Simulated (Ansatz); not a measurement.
LaSi2Ag2:
```xyz
5
Lattice="-2.1559 2.1559 5.3192 2.1559 -2.1559 5.3192 2.1559 2.1559 -5.3192" Properties=species:S:1:pos:R:3 pbc="T T T"
Ag     0.0000     2.1559     2.6596
Ag     2.1559     0.0000     2.6596
Si     0.0000     0.0000     4.1476
Si     0.0000     0.0000     6.4908
La     0.0000     0.0000     0.0000
```

Relaxed with r²SCAN. Special points in fractions of this cell's reciprocal vectors: Γ (0.000, 0.000, 0.000); X (0.000, 0.000, 0.500); P (0.250, 0.250, 0.250); N (0.000, 0.500, 0.000); M (0.500, 0.500, -0.500); S (0.291, 0.709, -0.291); S0 (-0.291, 0.291, 0.291); R (-0.082, 0.082, 0.500); G (0.500, 0.500, -0.082).

Task: List the band energies nearest the Fermi level at these points for the program Ansatz at the r²SCAN level (PAW).

Result: In eV from the Fermi level; about four levels below and three above (degenerate sets whole), none deeper than 8.9 eV; points with the same levels are listed once.

| k | below | above |
|---|---|---|
| Γ | -4.07 -1.57 -1.57 -0.68 | 0.01 0.01 1.73 |
| X | -2.58 -2.57 -2.08 -2.05 | 1.78 1.85 2.24 |
| P | -2.57 -2.57 -2.08 -2.08 | 1.26 2.08 2.08 |
| N | -4.17 -3.31 -1.72 -0.01 | 0.56 1.15 2.09 |
| M | -1.60 -1.60 -0.93 -0.34 | 1.67 1.93 1.96 1.96 |
| S | -4.86 -1.73 -1.62 -1.15 | 1.36 1.40 2.00 |
| R | -2.55 -2.21 -2.12 -1.84 | 1.76 1.84 2.18 |

Space group I4/mmm. The workflow started from an entry of the Crystallography Open Database (COD). Its standing as an ambient phase is unchecked. The r²SCAN relaxation kept the symmetry of its start; its stability against distortions is not shown here. No spin polarisation was allowed. Spin–orbit coupling is left out wherever it is not named.

Potentials: the later of the program's two PAW sets.
